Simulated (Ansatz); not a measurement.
Values for one crystal, relaxed and computed with PBEsol in the plane-wave PAW code Ansatz; other levels are named.

* **Volume per atom**: 11.55 Å³
* **Electronic character**: metallic (no gap)
* **Pressure derivative B′**: 4.4
* **Formation energy from the elements (no fitted shifts)**: -0.28 eV/atom
* **Density of states at the Fermi level**: 0.82 states/eV per atom (mean over ±0.08 eV)
* **Gap with spin–orbit coupling**: none (metallic)
* **Bulk modulus (Birch–Murnaghan fit)**: 275 GPa

Question: Which of these materials gives this?
(A) TaCo3, R-3m (Ta on 3a, Ta on 6c, Co on 9e, Co on 18h)
(B) VCo3, Cu3Au type
(C) BeCo, CsCl type
(D) CoSn3, Cmce (Co on 8d, Sn on 8f, Sn on 16g)

Answer: A, TaCo3, R-3m (Ta on 3a, Ta on 6c, Co on 9e, Co on 18h)

The first step of the workflow began from a Materials Project structure, measured or hypothetical; the Crystallography Open Database files this formula in space group No. 166, but the cells were not matched. Its standing as an ambient phase is unchecked. Symmetry was held in the PBEsol relaxation; its stability against distortions is not shown here. No spin polarisation was allowed. The references are the lowest solids computed at this level, not always the standard phases. Spin–orbit coupling is left out wherever it is not named.

Potentials: the later of the program's two PAW sets.
